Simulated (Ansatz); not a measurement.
What a change of settings does to a run on NbRu

The cell comes from COD entry 1523398, which wasn't checked; take it as a given geometry. The listed cell was then made from it by scaling, straining or moving an atom.

First run: DFT, r2SCAN, PAW with Ansatz's default frozen-core files, scalar-relativistic (Ansatz 0.2.0).

Command: `ansatz run input.yaml --threads 1 --pin off --max-ram 2048MiB --backend cpu --events-out ev --progress --plain --runs-dir out` The run took 20 s on 1 thread of Arm Neoverse V1, with other jobs on the host.

```yaml
crystal:
  lattice:
    - [3.1518361848, 0.0, 0.0]
    - [0.0, 3.1518361848, 0.0]
    - [0.0, 0.0, 3.1518361848]
  atoms:
    - { symbol: Nb, position: [0.0, 0.0, 0.0] }
    - { symbol: Ru, position: [0.5, 0.5, 0.5] }
kpoints:
  mp_grid: { grid: [10, 10, 10] }
scf:
  occupations: { method: fermi_dirac, width: 0.05 }
hamiltonian:
  xc: r2scan
  pseudopotentials: { kind: paw }
output:
  forces: true
  stress: true
  efg: { contact_densities: true }
relax:
  f_tol: 0.005
  max_steps: 80
  cell: {}
```

Result: converged; relaxed volume 15.773 Å³/atom; 30 SCF iterations in all.

Spin polarisation is left out, and whether a magnetic state lies lower isn't shown here.

The input is then changed:

```diff
@@ -8,7 +8,8 @@
     - { symbol: Ru, position: [0.5, 0.5, 0.5] }
 kpoints:
-  mp_grid: { grid: [10, 10, 10] }
+  mp_grid: { grid: [10, 10, 10], shift: [0.5, 0.5, 0.5] }
 scf:
   occupations: { method: fermi_dirac, width: 0.05 }
+  mixing: { preconditioner: local_kerker }
 hamiltonian:
   xc: r2scan
@@ -22,3 +23,5 @@
   max_steps: 80
   cell: {}
+basis:
+  xc_grid: 1
```

(1) Predict the outcome of the changed run.

Answers

(1) It converged; energy at zero smearing -3.6 meV/atom from the first run; relaxed volume 15.755 Å³/atom; 29 SCF iterations in all.
